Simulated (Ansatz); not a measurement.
SrO:
```
SrO
1.0
    0.00000     2.58014     2.58014
    2.58014     0.00000     2.58014
    2.58014     2.58014     0.00000
Sr O
1 1
Cartesian
  2.58014   2.58014   2.58014
  0.00000   0.00000   0.00000
```

Relaxed with r²SCAN.

**Question.** Give the Bader charges and basin volumes of the independent atoms, r²SCAN in the plane-wave PAW code Ansatz.

**Answer.** 

| atom | Bader charge (e) | Bader volume (Å³) |
|---|---|---|
| Sr1 | +1.53 | 17.0 |
| O2 | -1.53 | 17.3 |

Space group Fm-3m (rock salt). The cell was relaxed with r²SCAN under the symmetry of its start.

Potentials: the earlier of the program's two PAW sets. The files were generated under PBE; for other functionals the program regenerates the frozen cores, and for LDA and PBEsol the local potential too.
